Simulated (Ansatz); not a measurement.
## NaH3 (Cc) at 2 levels of theory

One geometry, relaxed with PBE; plane waves with PAW potentials in Ansatz, scalar-relativistic. No spin polarisation. Gaps are the least over mesh and band path; pressure is positive in compression.

```
Na H
1.0
     6.08793   -2.29385    1.57645
     6.08793    2.29385    1.57645
    -2.57233    0.00000    3.76683
Na H
2 6
Direct
  0.43693 0.93716 0.94568
  0.93716 0.43693 0.44568
  0.71987 0.15215 0.26918
  0.93768 0.43697 0.94652
  0.22283 0.65642 0.62224
  0.15215 0.71987 0.76918
  0.65642 0.22283 0.12224
  0.43697 0.93768 0.44652
```

```
level  cutoff (eV)  k mesh  gap (eV)  pressure (GPa)
  PBE          420   6×6×6      3.00             0.0
```

Question: What comes out on the same cell with LDA?

Answer:
| level | cutoff (eV) | k mesh | gap (eV) | pressure (GPa) |
| --- | --- | --- | --- | --- |
| LDA | 420 | 6×6×6 | 2.67 | -0.8 |

The cell holds layers, chains or molecules and no dispersion correction was added, so their binding is poorly described.

The cell was found from a structure generator's guess, not taken from experiment.
